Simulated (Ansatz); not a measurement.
Si3W5 in space group I4/mcm (No. 140; Si on 4a, Si on 8h, W on 16k, W on 4b), plane-wave PAW PBEsol (Ansatz code), all energies at zero smearing, with the estimated change up to a 700 eV cutoff added, with one set of potentials and settings (totals compare only within such a set). Cell of 16 atoms (6 Si, 10 W): -106308.456 eV.

| element | reference phase | E (eV/atom) |
|---|---|---|
| Si | Fd-3m, 2 atoms in the cell | -621.4938 |
| W | Im-3m, 1 atoms in the cell | -10257.5790 |

Formation energy per atom, worked out: (-106308.456 − 6×(-621.4938) − 10×(-10257.5790))/16 = -0.231 eV/atom (-22 kJ per mol of atoms), at 0 K, without zero-point energy or fitted corrections.

The first step of the workflow began from a Materials Project structure, measured or hypothetical; the Crystallography Open Database copy checked does not list it. Whether it is the stable phase at ambient conditions was not checked. Symmetry was held in the PBEsol relaxation; whether a distortion lowers the energy is not shown. The run is not spin-polarised. The references are the lowest solids computed at this level, not always the standard phases. Spin–orbit coupling is left out wherever it is not named.

Potentials: the earlier of the program's two PAW sets. The files were generated under PBE; for other functionals the program regenerates the frozen cores, and for LDA and PBEsol the local potential too.
